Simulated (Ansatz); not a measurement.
A relaxed structure of SnSe. Space group Pnma (No. 62). Calculation: PBE (plane waves to 420 eV, PAW, scalar-relativistic; Ansatz, a first-principles code).

```cif
data_Se4Sn4
_chemical_formula_sum 'Sn4 Se4'
_space_group_name_H-M_alt 'Pnma'
_space_group_IT_number 62
_space_group_name_Hall '-P 2ac 2n'
_cell_length_a 8.57651
_cell_length_b 4.18366
_cell_length_c 6.23062
_cell_angle_alpha 90.000
_cell_angle_beta 90.000
_cell_angle_gamma 90.000
loop_
_atom_site_label
_atom_site_type_symbol
_atom_site_symmetry_multiplicity
_atom_site_Wyckoff_symbol
_atom_site_fract_x
_atom_site_fract_y
_atom_site_fract_z
_atom_site_occupancy
Sn1 Sn 4 c 0.11439 0.25000 0.68702 1
Se1 Se 4 c 0.16627 0.25000 0.13096 1
```

Task: What band gap does PBE give?

Result: No clear gap: the sampled points leave 0.10 eV away from the symmetry points, which may be a band crossing missed between them.

Task: What is the computed smallest direct gap (PBE)?

Result: 0.59 eV at T.

No spin polarisation in the result.

The run could not lose the symmetry of its start.

The first start was generated by placing the elements on the sites of a structure type. A measured structure of SnSe has the same space group, Pnma (No. 62); the sites were not compared with it.
